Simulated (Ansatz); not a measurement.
LaTlPd squeezed and stretched

A database entry relaxed whole under r2SCAN (P-62m):

```xyz
9
Lattice="7.9808 0.0000 0.0000 -3.9904 6.9116 0.0000 0.0000 0.0000 4.0228" Properties=species:S:1:pos:R:3 pbc="T T T"
La    4.7208    0.0000    2.0114
La    1.6300    2.8233    2.0114
La   -2.3604    4.0883    2.0114
Tl    2.0508    0.0000    0.0000
Tl    2.9650    5.1356    0.0000
Tl   -1.0254    1.7760    0.0000
Pd    0.0000    0.0000    2.0114
Pd    0.0000    4.6077    0.0000
Pd    3.9904    2.3039    0.0000
```

The cell was scaled uniformly, its shape held, and the atoms relaxed at each volume with plane-wave PAW DFT (Ansatz 0.2.0; r2SCAN, 500 eV, 5×5×8 Γ-centred mesh, fermi-dirac occupations of width 0.100 eV; no spin, no spin-orbit coupling). One row is withheld.

```tsv
volume (Å³/atom)	energy over the lowest (meV/atom)	pressure (GPa)
23.176	23.9	5.64
23.669	10.1	3.54
24.162	2.3	1.67
24.656	0.0	0.01
25.149	?	?
25.642	9.3	-2.79
26.135	19.9	-3.96
```

**Question.** Fit the pressures of the other rows to the third-order Birch-Murnaghan form.

**Answer.** With f = [(V₀/V)^(2/3) − 1]/2 and P = 3B₀f(1 + 2f)^(5/2)[1 + 3(B₀′ − 4)f/2], least squares gives V₀ = 24.66 Å³ an atom, B₀ = 78.3 GPa and B₀′ = 4.8; the rows miss the fit by less than 0.01 GPa. The slope of the energies differs from these pressures by 0.07 GPa, since they are taken to zero smearing while pressures follow the free energy.

**Question.** What does the withheld row hold?

**Answer.** The fit gives -1.47 GPa at 25.149 Å³; the run gave -1.48 GPa and 2.5 meV an atom.

Caveats: the shape of the cell was held, so B₀ is an upper bound where the axes differ in stiffness; 0 K, fixed nuclei; the symmetry was kept, and this need not be the phase that is stable at 0 K; one mesh for all volumes; every run is gapless at this level; pressure is positive in compression.
